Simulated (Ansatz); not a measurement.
# SrVO3

Computed with Ansatz (plane waves, PAW, 500 eV cutoff): r²SCAN, scalar-relativistic, collinear spin, Γ-centred 8×8×8 mesh, 0.05 eV Gaussian smearing. The datasets are Ansatz's generated set soft_2.

```cif
data_structure
_symmetry_space_group_name_H-M 'Pm-3m'
_symmetry_Int_Tables_number 221
_cell_length_a 3.8404
_cell_length_b 3.8404
_cell_length_c 3.8404
_cell_angle_alpha 90.000
_cell_angle_beta 90.000
_cell_angle_gamma 90.000
_cell_volume 56.64
loop_
_atom_site_label
_atom_site_type_symbol
_atom_site_symmetry_multiplicity
_atom_site_Wyckoff_symbol
_atom_site_fract_x
_atom_site_fract_y
_atom_site_fract_z
_atom_site_occupancy
Sr1 Sr 1 b 0.50000 0.50000 0.50000 1
V1 V 1 a 0.00000 0.00000 0.00000 1
O1 O 3 d 0.50000 0.00000 0.00000 1
```

The chain of runs began from a cell as deposited in COD, expanded in volume.

Cell and atoms are those of this level's equilibrium.

The run used a cell of 5 atoms; the mesh refers to it.

* Volume: 11.33 Å³/atom
* Band gap: zero (metallic)
* Density of states at the Fermi level: 0.28 states/(eV·atom)
* Magnetic state: ferromagnetic (the only order tried)
* Site spin moments: V 0.82 μB
* Spin moment of the cell: 1.00 μB
* Bader charges: Sr 1.63; V 2.18; O -1.27 e
* Formation energy from the elements (0 K, uncorrected): -3.04 eV/atom
* Bulk modulus (Birch–Murnaghan): 197 GPa
* Pressure derivative B0′: 4.4

**The experiment.** The Crystallography Open Database holds a cell as deposited of cubic SrVO3 (space group Pm-3m), temperature not stated (2003, doi:10.1016/S0925-8388(02)01349-X): a = 3.842 Å, 11.35 Å³/atom.

**Comparison.** The computed cell (3.840 Å, 11.33 Å³/atom) differs from the database's by −0.2 % in volume, about −0.1 % in length. Agreement this close is partly luck: the calculation is for a static lattice, the crystal has zero-point motion and thermal expansion.

The run wasn't fully tested for a lower electronic state. Site moments are of spin, integrated over atomic spheres. Compounds of this kind are often insulators, Mott or charge-transfer ones with an open 3d shell, so the metal found may come from the functional, which lacks a U or exact exchange, or from the structure. Only parallel moments were tried, so the real magnetic order may be another.
